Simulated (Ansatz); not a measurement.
Calculated quadrupolar parameters for TiO2 at a changed volume

The cell is an entry of the Crystallography Open Database (COD), relaxed with PBE at fixed cell and then changed (volume scaled by 0.96, ions relaxed).

Space group I4_1/amd:1 (No. 141); a = 3.7331, c = 9.3860 Å.

```csv
site,Wyckoff,site symmetry,x,y,z
Ti,4a,-4m2,0.0000,0.0000,0.0000
O,8e,2mm.,0.0000,0.0000,0.2103
```

One atom of each set is listed; the run and its k-mesh use a cell of 6 atoms with edges of 5.38, 5.38, 5.38 Å.

All values are calculated (Ansatz; DFT, PBE, plane waves and PAW, scalar-relativistic, 420 eV cutoff, Γ-centred 11×11×11 k-points, Fermi–Dirac smearing 0.02 eV), not measured.

C_Q = eQV_zz/h, which is 24.18 MHz for Q = 1 b and V_zz = 10²¹ V/m²; η = (V_xx − V_yy)/V_zz. ν_Q = 3|C_Q|/[2I(2I − 1)].

Ti-47: I = 5/2, Q = 302.0 mb; O-17: I = 5/2, Q = -25.58 mb. Q values from Pyykkö, Mol. Phys. 116, 1328 (2018).

(1) What field gradients does the calculation give at each kind of site?

Answers

(1) 

| site | atoms | first shell | C_Q (MHz) | η | ν_Q (MHz) |
| --- | --- | --- | --- | --- | --- |
| Ti | 2 | 6 O at 1.90–1.97 Å | 16.9 | 0.00 | 2.53 |
| O | 4 | 3 Ti at 1.90–1.97 Å | -0.967 | 0.73 | 0.145 |

An axis of threefold or higher order runs through Ti, so V_zz lies along it and η is zero.

At this changed cell the PBE pressure is 14 GPa.

The relaxation (4 steps) took 37 s of wall time (37 s of CPU time) and 0.5 GiB at its peak, on 1 thread of Arm Neoverse V1 (aarch64; 8 cores open to the job, memory cap 3.0 GiB, no GPU), a shared host with a load of 0.5 a core.
